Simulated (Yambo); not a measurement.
Yambo run on RhAgO₂ (space group R-3m, No. 166) under isotropic strain of -3 % on all lattice vectors. The wavefunctions come from this Quantum ESPRESSO step (PBEsol, PseudoDojo standard norm-conserving files, scalar-relativistic):

```
&CONTROL
  calculation = 'nscf'
  pseudo_dir = './pseudo'
  outdir = './out'
/
&SYSTEM
  ibrav = 0
  nat = 4
  ntyp = 3
  ecutwfc = 88.0
  ecutrho = 352.0
  occupations = 'fixed'
  force_symmorphic = .true.
  nbnd = 113
/
&ELECTRONS
  conv_thr = 4e-09
  diago_full_acc = .true.
  diago_thr_init = 1e-08
/
ATOMIC_SPECIES
O 15.9990 O.upf
Rh 102.9055 Rh.upf
Ag 107.8682 Ag.upf
CELL_PARAMETERS angstrom
  1.481203537600   0.855173261158   6.005356001719
 -1.481203537600   0.855173261158   6.005356001719
  0.000000000000  -1.710346522316   6.005356001719
ATOMIC_POSITIONS crystal
O   0.888844855500   0.888844855500   0.888844855500
O   0.111155144500   0.111155144500   0.111155144500
Rh   0.500000000000   0.500000000000   0.500000000000
Ag   0.000000000000   0.000000000000   0.000000000000
K_POINTS automatic
4 4 4 0 0 0
```

Yambo input:

```
rim_cut
gw0
dyson
el_el_corr
HF_and_locXC
ppa
em1d
RandQpts= 1000000
RandGvec= 1 Ry
EXXRLvcs= 88 Ry
VXCRLvcs= 352 Ry
Chimod= "HARTREE"
% BndsRnXp
 9 | 112 |
%
NGsBlkXp= 8 Ry
% LongDrXp
 1.0 | 1.0 | 1.0 |
%
PPAPntXp= 27.2114 eV
% GbndRnge
 1 | 112 |
%
GTermKind= "BG"
DysSolver= "n"
ExtendOut
% QPkrange
 1 | 1 | 24 | 25 |
 7 | 7 | 24 | 25 |
 11 | 11 | 24 | 25 |
%
```

k points by index: 1 = Γ, 7 = F, 11 = (0.25, -0.5, -0.5).

Resulting energies as the program prints them:

```
#    K-point    Band    Eo [eV]    E [eV]    E-Eo [eV]    Vxc [eV]    Vnlxc [eV]    Sc|Eo [eV]    Sc|E [eV]    dSc/dw|Eo [eV]    Re(Z)    Im(Z)
#
    1    24    -1.030626    -1.039378    -0.008752    -20.59431    -24.82961    4.224006    4.226555    -7.742393    0.778489    -0.002350
    1    25    2.093197    2.544828    0.451630    -20.66729    -17.52974    -2.568298    -2.685919    -7.086035    0.793393    -0.001041
    7    24    -0.055614    -0.079102    -0.023488    -23.10278    -27.88175    4.748775    4.755488    -7.738603    0.778579    -0.001289
    7    25    2.500007    2.728723    0.228715    -11.99980    -7.927387    -3.793624    -3.843700    -5.954557    0.820458    -0.001766
    11    24    0.000000    0.027987    0.027987    -22.76526    -27.49933    4.770117    4.762056    -7.871404    0.775631    -0.001326
    11    25    1.091557    1.724345    0.632788    -21.47000    -17.55119    -3.120512    -3.286024    -7.116643    0.792685    -0.001140
```
(The two width columns are left out.) Convergence of these settings isn't established.

Spin-orbit coupling is not included.

Geometry strained from the cell relaxed with PBEsol, atoms relaxed again.

The structure is a Materials Project entry; no match was found in the copy of COD used, and its stability was not checked.
